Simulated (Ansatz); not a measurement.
## Stress against strain in As

```xyz
2
Lattice="1.8797 1.0853 3.4858 -1.8797 1.0853 3.4858 0.0000 -2.1705 3.4858" Properties=species:S:1:pos:R:3 pbc="T T T"
As    0.0000    0.0000    2.3795
As    0.0000    0.0000    8.0779
```

Atoms are numbered in the order listed.

Structure: COD 9009651, as refined from experiment and not relaxed.

Theory: DFT, LDA, all-electron LAPW, scalar-relativistic in Ansatz 0.2.0.

Numerical set-up: a Γ-centred 13×13×13 k mesh, Fermi–Dirac smearing of 0.05 eV, basis error target 1 meV/atom, no spin polarisation.

The strain is applied along the Cartesian axes of the cell as listed (γ is the engineering shear, twice εxy = εyz = εzx). Fractional coordinates are held (clamped ions).

σ is the change of stress from the unstrained cell, which is at -1.50 GPa; tension is positive, so slopes are stress–strain coefficients at that pressure. In a metal the k mesh adds noise.

Only quantities that a quadratic follows smoothly over the whole series are listed; rougher ones are left out.

```
      γ  σxy (GPa)  σyz (GPa)
-0.0200      -0.40      -1.51
 0.0000       0.00       0.00
 0.0100       0.20       0.74
 0.0200       0.39       1.45
```

Q: Fit the series and read off the stiffness at zero strain.

A: Least-squares fits y = p0 + p1 x + p2 x² to the rows give σxy (GPa): p1 = 19.8, p2 = -16; σyz (GPa): p1 = 74.1, p2 = -82.

Q: One run, at γ = -0.0100, is withheld. Predict its row.

A: The fits give -0.20, -0.75; the run gave -0.20, -0.75.
